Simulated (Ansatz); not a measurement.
All numbers below come from Ansatz, DFT PBE, scalar-relativistic, plane waves, PAW. All cells share a 420 eV cutoff and Γ-centred k meshes spaced about 0.3 Å⁻¹ or finer (0.25 for metals, 2π included). No spin polarisation.

These are static total energies at zero pressure.

Two relaxed structures of ScInTeSe:

A. Space group P-6m2 (No. 187), hexagonal, a = 4.062 Å, c = 15.872 Å. Around Sc lie 3 Se at 2.75 Å and 3 Te at 2.94 Å; In on its first site is surrounded by 6 Se at 3.29 Å; In on its second site has 6 Te at 3.37 Å; Te has 3 Sc at 2.94 Å and 3 In at 3.37 Å; around Se lie 3 Sc at 2.75 Å and 3 In at 3.29 Å.

B. Space group R-3m (No. 166), trigonal, a = 4.088 Å, c = 47.192 Å. Around Sc lie 3 Se at 2.76 Å and 3 Te at 2.94 Å; In on its first site has 6 Se at 3.28 Å; In on its second site has 6 Te at 3.36 Å; Te has 3 Sc at 2.94 Å and 3 In at 3.36 Å; Se has 3 Sc at 2.76 Å and 3 In at 3.28 Å.

Question: Which is lower in energy, and by how much?

Answer: They are level within the accuracy (2 meV/atom apart, with A the lower in these runs). A has space group P-6m2 (No. 187), 28.3 Å³/atom and no gap on its mesh; B has space group R-3m (No. 166), 28.5 Å³/atom and no gap. Both come from trial cells of a structure search.

These runs have no spin–orbit coupling, which can matter for Te. The zero gap of P-6m2, R-3m may come from the functional, which often closes small gaps, or the cell may be a true semimetal. Trial moments fell under 0.15 μB along the way in P-6m2 and R-3m; another start might hold them. With atoms moved at random, A came back. B had no clear such test and can be a saddle point.
